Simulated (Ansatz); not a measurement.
YB₆ in space group Pm-3m (No. 221; Y on 1a, B on 6f), DFT-r²SCAN in the program Ansatz with PAW potentials, all energies at zero smearing, with the estimated change up to a 700 eV cutoff added, with one set of potentials and settings (totals compare only within such a set). Cell of 7 atoms (1 Y, 6 B): -4802.315 eV.

| element | reference phase | E (eV/atom) |
|---|---|---|
| Y | P6_3/mmc, 2 atoms in the cell | -3859.7073 |
| B | R-3m, 12 atoms in the cell | -156.5544 |

Formation energy per atom, worked out: (-4802.315 − 1×(-3859.7073) − 6×(-156.5544))/7 = -0.469 eV/atom (-45 kJ per mol of atoms), at 0 K, without zero-point energy or fitted corrections.

The workflow started from a Materials Project entry (that database holds measured and hypothetical structures alike); the Crystallography Open Database files this formula in space group No. 221, but the cells were not matched. Whether it is the stable phase at ambient conditions was not checked. Symmetry was held in the r²SCAN relaxation; of distortions, only those at the zone centre were tested. The run is not spin-polarised. The references are the lowest solids computed at this level, not always the standard phases.

Potentials: the later of the program's two PAW sets.
